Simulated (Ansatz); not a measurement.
LaP, DFT, LDA, all-electron LAPW, scalar-relativistic (Ansatz 0.2.0), run on 1 thread of Arm Neoverse V2 on a shared host.

The cell comes from COD entry 1538844, which wasn't checked; take it as a given geometry. The listed cell was then made from it by scaling, straining or moving an atom.

Command: `ansatz run input.yaml --threads 1 --pin off --max-ram 3072MiB --backend cpu --events-out ev --progress --plain --runs-dir out`

```yaml
crystal:
  lattice:
    - [0.0, 3.0324509126, 3.0324509126]
    - [3.0324509126, 0.0, 3.0324509126]
    - [3.0324509126, 3.0324509126, 0.0]
  atoms:
    - { symbol: La, position: [0.0, 0.0, 0.0] }
    - { symbol: P, position: [0.5, 0.5, 0.5] }
kpoints:
  mp_grid: { grid: [10, 10, 10] }
  band_path:
    path:
      - [0.0, 0.0, 0.0]
      - [0.5, 0.0, 0.5]
      - [0.625, 0.25, 0.625]
      - [0.375, 0.375, 0.75]
      - [0.0, 0.0, 0.0]
      - [0.5, 0.5, 0.5]
      - [0.5, 0.25, 0.75]
      - [0.5, 0.0, 0.5]
    npoints: 5
scf:
  occupations: { method: fermi_dirac, width: 0.03 }
hamiltonian:
  xc: lda
  pseudopotentials: { kind: all_electron, lapw: { basis_error: 0.001 } }
output:
  forces: true
  stress: true
  eigenvalues: true
```

Question: How large is the problem that the program sets up?

Answer: 47 irreducible k-points, 259 plane waves at Γ, 26 bands.

Question: Estimate the wall time and the peak memory.

Answer: 8.2 s of wall time for 7 SCF iterations, with a peak of 0.28 GiB. Times on shared machines scatter by tens of per cent.
